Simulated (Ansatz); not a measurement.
Ag (space group P6_3/mmc)

```
Ag
1.0
    2.85818     0.00000     0.00000
   -1.42909     2.47526     0.00000
    0.00000     0.00000     9.42135
Ag
4
Direct
  0.00000   0.00000   0.00000
  0.00000   0.00000   0.50000
  0.33333   0.66667   0.25000
  0.66667   0.33333   0.75000
```

The relaxed cell is deformed in two ways at once: its volume V is scaled, and at that volume it is stretched along z (the c axis of the conventional cell) so that c/a changes. Fractional atomic positions are held.

Level of theory: PBEsol (plane waves to 420 eV, PAW, scalar-relativistic; Ansatz, a quantum-chemistry and plane-wave program). k mesh 19×19×5 (Γ-centred), Fermi-Dirac smearing 0.05 eV. Stress and pressure are positive under compression. With partly filled bands, the response to shear is sensitive to the k mesh, so small differences along c/a are uncertain. Ag was relaxed with its symmetry unable to fall. This is one of several known forms of Ag; the measured ambient cells at hand have space group No. 225.

At one point of the scan the stress tensor (GPa) is:

```
   -1.0      0.0      0.0
    0.0     -1.0      0.0
    0.0      0.0      2.5
```

Problem. Which point is it?
A. V/V₀ = 1.040, (c/a)/(c/a)₀ = 0.960
B. V/V₀ = 0.920, (c/a)/(c/a)₀ = 0.980
C. V/V₀ = 1.040, (c/a)/(c/a)₀ = 0.980
D. V/V₀ = 1.000, (c/a)/(c/a)₀ = 0.960

Solution. D, V/V₀ = 1.000, (c/a)/(c/a)₀ = 0.960

(Under strain, the slope of the energy per volume gives the stress and its curvature an elastic modulus.)
